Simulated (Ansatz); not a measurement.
Data:

Starting cell, NiSi2 (fluorite type, space group Fm-3m):

```yaml
crystal:
  lattice:
    - [0.00000, 2.69495, 2.69495]
    - [2.69495, 0.00000, 2.69495]
    - [2.69495, 2.69495, 0.00000]
  atoms:
    - { symbol: Ni, position: [0.00000, 0.00000, 0.00000] }
    - { symbol: Si, position: [0.25000, 0.25000, 0.25000] }
    - { symbol: Si, position: [0.75000, 0.75000, 0.75000] }
```

In each cell atom 3 (Si, nearest neighbour Ni at 2.334 Å; its periodic images, 3.8 Å or more away, move with it) moves by s·(0.577, 0.577, 0.577) (along Cartesian [111]), the rest being held.

Method: PBEsol (plane waves to 420 eV, PAW, scalar-relativistic; Ansatz, an electronic-structure program). k mesh 12×12×12 (Γ-centred), Fermi-Dirac smearing 0.05 eV. The energy includes the smearing's −TS. With partly filled bands, energies and forces of such displacements shift with the k mesh and the smearing. On this mesh the relaxed cell isn't quite at rest: it carries a pressure of -0.1 GPa (compression positive) at the zero of the scan. NiSi2 is run without spin polarisation. NiSi2 was relaxed with its symmetry unable to fall. ΔE is measured from the undisplaced structure.

The scan covers s from -0.470 to 0.470 Å in 11 points.

Problem. Is the energy the same for displacements of ±0.470 Å, and if not, which side lies higher?

Solution. Not even: the positive side lies higher at ±0.470 Å. With its periodic images moving along, the atom's site symmetry in this cell is -43m.

Problem. What is the energy change at s = 0.470 Å?

Solution. 1449 meV/cell.

Problem. What force acts on the atom along the line at s = -0.470 Å?

Solution. 2.16 eV/Å.

Problem. What is the force constant k = d²E/ds² of this move at s = 0?

Solution. 8.13 eV/Å².

(A displaced cell: forces are minus the slopes of the energy, force constants its curvatures, and phonons follow from these.)
